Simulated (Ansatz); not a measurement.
Polymorphs of AgW, each relaxed with PBEsol in the plane-wave PAW code Ansatz:

A: rock salt (Fm-3m)
a = 5.2666 Å, b = 5.2666 Å, c = 5.2666 Å, α = 90.00°, β = 90.00°, γ = 90.00°

| atom | site | symmetry | x | y | z |
|---|---|---|---|---|---|
| Ag | 4a | m-3m | 0.0000 | 0.0000 | 0.0000 |
| W | 4b | m-3m | 0.5000 | 0.5000 | 0.5000 |

B: Pmma
a = 4.587 Å, b = 2.702 Å, c = 5.151 Å, α = 90.00°, β = 90.00°, γ = 90.00°

```csv
atom,site,symmetry,x,y,z
W,2e,mm2,0.7500,0.0000,0.1340
Ag,2f,mm2,0.2500,0.5000,0.3615
```

C: Cmcm
a = 2.687 Å, b = 10.906 Å, c = 4.465 Å, α = β = γ = 90.00°

| atom | site | symmetry | x | y | z |
|---|---|---|---|---|---|
| Ag | 4c | m2m | 0.0000 | 0.3155 | 0.2500 |
| W | 4c | m2m | 0.0000 | 0.0589 | 0.2500 |

Task: Order them by energy per atom at 0 K (lowest first) at the level PBEsol.

Result: B (+0 meV/atom), C (+77 meV/atom), A (+1410 meV/atom)

Typed or built starts, not in the databases checked: A; B; C. Unstable at this level: A; B. All cells were relaxed under the symmetry of their starts (and spin orders); stability against distortions was not tested throughout. Named crystals with no word on spin ran without spin polarisation. Scalar-relativistic: spin–orbit coupling is off unless named, which matters more the heavier the elements.

Energies hold the estimated change up to a 700 eV cutoff; steps of a few meV lie near the error of the meshes.

Potentials: the earlier of the program's two PAW sets. The files were generated under PBE; for other functionals the program regenerates the frozen cores, and for LDA and PBEsol the local potential too.
